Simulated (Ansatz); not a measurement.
Values for one crystal, relaxed and computed with r²SCAN in the plane-wave PAW code Ansatz; other levels are named.

| Quantity | Value |
|---|---|
| Volume per atom | 16.14 Å³ |
| Electronic character | metallic (no gap) |
| Density of states at the Fermi level | 0.25 states/eV per atom (mean over ±0.08 eV) |
| Formation energy from the elements (no fitted shifts) | -0.42 eV/atom |

Q: Pick the material that matches.
A) Ni6Ge2B, P-62m (Ni on 3f, Ni on 3g, Ge on 2c, B on 1b)
B) TbAl2Ge2, P-3m1 (Tb on 1a, Al on 2d, Ge on 2d)
C) GePd, Pnma (Ge on 4c, Pd on 4c)
D) LaAlGe, I4_1md (La on 4a, Al on 4a, Ge on 4a)

A: C, GePd, Pnma (Ge on 4c, Pd on 4c)

The first step of the workflow began from a Materials Project structure, measured or hypothetical; the Crystallography Open Database files this formula in space group No. 62, but the cells were not matched. Whether it is the stable phase at ambient conditions was not checked. The cell was relaxed with r²SCAN under the symmetry of its start; its stability against distortions is not shown here. The run is not spin-polarised. The references are the lowest solids computed at this level, not always the standard phases. Spin–orbit coupling is left out wherever it is not named.

Potentials: the later of the program's two PAW sets.
